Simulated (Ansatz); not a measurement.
K$_{2}$PtCl$_{4}$ in space group P4/mmm (No. 123; K on 2e, Pt on 1a, Cl on 4j) under volume change, the program Ansatz at the HSE06 level (PAW), shape and atoms relaxed at each volume.

```tsv
V (Å³/atom)	E − E(relaxed) (meV/atom)	P (GPa)
27.649	11.8	1.54
28.561	4.9	0.92
29.472	1.1	0.42
30.384	0.0	0.00
31.295	1.0	-0.35
32.207	3.9	-0.65
33.118	8.2	-0.88
```

Problem. What does a third-order Birch–Murnaghan fit give for V₀, B₀ and B′?

Solution. V₀ = 30.37 Å³/atom, B₀ = 12.8 GPa, B′ = 5.3.

The first step of the workflow began from a Materials Project structure, measured or hypothetical; the Crystallography Open Database files this formula in space group No. 123, but the cells were not matched. Whether it is the stable phase at ambient conditions was not checked. The HSE06 relaxation kept the symmetry of its start; its stability against distortions is not shown here. The run is not spin-polarised. Scalar-relativistic: spin–orbit coupling is off unless named, which matters more the heavier the elements.

Potentials: the later of the program's two PAW sets.
